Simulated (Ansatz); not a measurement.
Relaxed-ion elastic tensor of Mg2Ge (anti-fluorite, Fm-3m) in GPa (Voigt order), DFT-PBE in the program Ansatz with PAW potentials; density 3.04 g/cm³, 22.06 Å³ per atom.

```csv
,1,2,3,4,5,6
1,108,20.8,20.8,0.0,0.0,0.0
2,20.8,108,20.8,0.0,0.0,0.0
3,20.8,20.8,108,0.0,0.0,0.0
4,0.0,0.0,0.0,41.7,0.0,0.0
5,0.0,0.0,0.0,0.0,41.7,0.0
6,0.0,0.0,0.0,0.0,0.0,41.7
```

Is the crystal mechanically stable?

Yes: the smallest eigenvalue of C is 41.7 GPa.

Work out the Voigt, Reuss and Hill averages.

K_V = 49.8, K_R = 49.8, K_H = 49.8; G_V = 42.4, G_R = 42.4, G_H = 42.4 GPa.

Give Young's modulus, Poisson's ratio, Pugh's ratio and the universal anisotropy index.

E = 9KG/(3K + G) = 99.1 GPa; ν = 0.17; K/G = 1.17 (brittle by the Pugh limit of 1.75); A_U = 5G_V/G_R + K_V/K_R − 6 = 0.00.

Estimate the sound speeds and the Debye temperature.

v_l = √((K + 4G/3)/ρ) = 5910 m/s, v_t = √(G/ρ) = 3730 m/s, mean 4110 m/s; Θ = (h/k)(3n/4πV)^(1/3) v_m = 436 K.

Give the Zener ratio and Young's modulus along [100], [110] and [111].

A = 2C44/(C11 − C12) = 0.96; 1/E = S11 − 2(S11 − S12 − S44/2)Γ with Γ = 0, 1/4, 1/3 gives 101, 98.6, 97.9 GPa.

Solve the Christoffel equation for the three sound speeds along [100], [110], [111].

Eigenvalues of C_ijkl n_j n_l equal ρv². In km/s, slowest first: [100] 3.70, 3.70, 5.95; [110] 3.70, 3.78, 5.90; [111] 3.75, 3.75, 5.89.

The cell was relaxed with PBE under the symmetry of its start; of distortions, only those at the zone centre were tested.

Potentials: the later of the program's two PAW sets.
